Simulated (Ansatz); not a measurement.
# Ansatz 0.2.0, settings compared: Sr2RePdO6

The command:

```bash
ansatz run input.yaml --threads 1 --pin off --max-ram 2560MiB --backend cpu --events-out ev --progress --plain --runs-dir out
```

input.yaml:

```yaml
crystal:
  lattice:
    - [0.0, 5.599578, 0.0]
    - [5.599578, 0.0, 0.0]
    - [2.799789, 2.799789, -3.997773]
  atoms:
    - { symbol: Re, position: [0.5, 0.5, 0.0] }
    - { symbol: Pd, position: [0.0, 0.0, 0.0] }
    - { symbol: O, position: [0.2277, 0.2861, 0.0] }
    - { symbol: O, position: [0.2861, 0.7723, 0.0] }
    - { symbol: O, position: [0.7723, 0.7139, 0.0] }
    - { symbol: O, position: [0.7139, 0.2277, 0.0] }
    - { symbol: O, position: [0.2571, 0.2571, 0.4858] }
    - { symbol: O, position: [0.7429, 0.7429, 0.5142] }
    - { symbol: Sr, position: [0.75, 0.25, 0.5] }
    - { symbol: Sr, position: [0.25, 0.75, 0.5] }
  symmetry: { tolerance: 0.0003 }
kpoints:
  mp_grid: { grid: [5, 5, 5], shift: [0, 0, 0] }
magnetization:
  spin_polarized: false
scf:
  occupations: { method: fermi_dirac }
hamiltonian:
  pseudopotentials: { kind: paw }
  xc: pbe
basis:
  ecutwfc: 420
output:
  forces: true
  stress: true
  eigenvalues: true
```

Origin of the cell: a known structure type with other elements, at an estimated volume, so it need not be a known compound.

The smearing width isn't typed, so it takes its default of 0.1 eV.

Output of this run (shortened):

```
Pseudopotentials: kind: paw
Pseudopotential: Re, paw, valence charge 15, recommended cutoff 420 eV (normal), Re.paw.azcp
Pseudopotential: Pd, paw, valence charge 18, recommended cutoff 420 eV (normal), Pd.paw.azcp
Pseudopotential: O, paw, valence charge 6, recommended cutoff 420 eV (normal), O.paw.azcp
Pseudopotential: Sr, paw, valence charge 10, recommended cutoff 420 eV (normal), Sr.paw.azcp
Functional definition: PBE
  exchange = pbe_x(kappa = kappa, mu = beta*pi^2/3)
  correlation = pbe_c(beta = beta)
Crystal: 10 atoms, lattice volume = 125.351 Å³
Basis set: ecut = 420 eV, 2429 PW (Γ), exchange–correlation on 80×80×80 points (8 copies of the dense FFT grid, shifted against one another)
Bands: 55, of which v1, the nominal top of the filled ones, is band 45 counted from 1 (44 counted from 0)
Symmetry: 8 space group operations
[… 10 lines left out …]
Initial density: superposition of atomic densities (neutral atoms: chi_scale 0, normalization atom), corrected by the library's trained network
Functional: x = pbe(κ = 0.804, μ = 0.219515), c = pbe(β = 0.066725)
SCF iter   1: F=—  HF=-28337.056631 eV  Δρ=2.17e-2  dr2=8.68e-1  defer=18
SCF iter   2: F=—  HF=-28337.020566 eV  Δρ=6.96e-3  dr2=1.40e-1  defer=25
SCF iter   3: F=—  HF=-28337.012586 eV  Δρ=2.04e-3  dr2=1.24e-2  defer=25
SCF iter   4: F=—  HF=-28337.010934 eV  Δρ=5.52e-4  dr2=3.11e-4  defer=25
SCF iter   5: F=—  HF=-28337.010872 eV  Δρ=1.65e-4  dr2=3.82e-5  defer=25
SCF iter   6: F=—  HF=-28337.010838 eV  Δρ=6.37e-5  dr2=7.81e-6  defer=25
SCF iter   7: F=—  HF=-28337.010837 eV  Δρ=2.55e-5  dr2=1.20e-6  defer=25
SCF iter   8: F=-28337.010837 eV  HF=-28337.010837 eV  Δρ=3.72e-6  dr2=3.01e-8
SCF 1 converged in 8 iterations: F = -28337.010837 eV  dr2 = 3.01e-8
SCF converged after 8 iterations
Free energy (F): -28337.010837 eV
Harris-Foulkes:  -28337.010837 eV  (|F-HF|=1.69e-8)
Internal energy: -28336.775668 eV  (E = F + TS)
E sigma→0 (E₀):  -28336.893253 eV
Entropy (-TS):   -0.235170 eV (-23.517 meV/atom)
Fermi energy:    13.328262 eV
--- Per-component energies (eV) ---
  E_band       = -523.052734
  E_kinetic    = 2597.514848
  E_local      = -6938.576982  (includes V_loc(G=0)·N_el)
  E_nonlocal   = 959.118178
  E_hartree    = 2515.366948
  E_xc         = -1363.539335
  E_vxc        = -1406.821120  (∫ρ·V_xc dr)
  E_paw        = -18745.099255  (= ΣΔE_a)
  E_vpaw       = -765.041130  (= ΣTr[D̂ρ^β])
  E_aug_tail   = 0.014683  (compensation charges beyond the density's cutoff)
  E_ewald      = -7361.574752
  E_smearing   = -0.235170  (= −TS)
  Σ components = -28337.010837   (vs F -28337.010837, Δ=0.00e0)
--- Forces (eV/Å), atoms counted from 1 ---
  atom   1  Re     0.000000    -0.000000     0.000000
  atom   2  Pd    -0.000000     0.000000     0.000000
  atom   3  O      1.338803     0.594082     0.000000
[… 2 lines left out …]
  atom   6  O      0.594082    -1.338803     0.000000
  atom   7  O      0.000000    -0.000000     1.598906
  atom   8  O      0.000000    -0.000000    -1.598906
  atom   9  Sr    -0.000000     0.000000    -0.000000
  atom  10  Sr    -0.000000     0.000000     0.000000
  max |Σ_I F_I| component: 2.22e-16 eV/Å
--- Stress (GPa, compression-positive) ---
        8.373304      -0.000001       0.000000
        0.000001       8.373304       0.000000
        0.000000       0.000000       8.458346
  P = ⅓ Tr σ = 8.4017 GPa (84.017 kbar)
```

The same input was run again with these changes:

1. `kpoints.mp_grid.grid` [5, 5, 5] → [2, 2, 2]
2. `basis.ecutrho_ratio` default → 9
3. `kpoints.mp_grid.grid` [5, 5, 5] → [4, 4, 4]; `hamiltonian.dispersion` default → d4
4. `magnetization` { spin_polarized: false } → { spin_polarized: true } (starts: flip); `hamiltonian.xc` pbe → lda; `total_charge` default → 1; typed moments: none

| run | end | SCF iterations | P (GPa) | max force component (eV/Å) | moment (μB) | ΔE(σ→0) (meV/atom) |
| --- | --- | --- | --- | --- | --- | --- |
| base | converged | 8 | 8.40 | 1.599 | – | 0 |
| 1 | converged | 8 | 7.92 | 1.200 | – | -41.71 |
| 2 | converged | 8 | 8.40 | 1.599 | – | 0.00 |
| 3 | converged | 8 | 5.57 | 1.693 | – | – |
| 4 | converged | 19 | – | 1.995 | 0.00 | – |

Energies are compared only where functional, datasets, charge and starting cell are the same.

Not properties of the system: run 1 (too coarse or loose: `kpoints.mp_grid.grid` = [2, 2, 2]), run 3 (too coarse or loose: `kpoints.mp_grid.grid` = [4, 4, 4]).

Caveats of the base run: no moments, though an odd count or open d shells may carry them; no spin-orbit coupling, though heavy elements are present; the k mesh is coarse if the cell is a metal.

Run 4: charged cell with a uniform background, whose pressure depends on convention; spin is on but no moment was typed.

The base run ran for 8.7 s of wall time on 1 CPU thread(s) of a shared host, from the program's own first density.
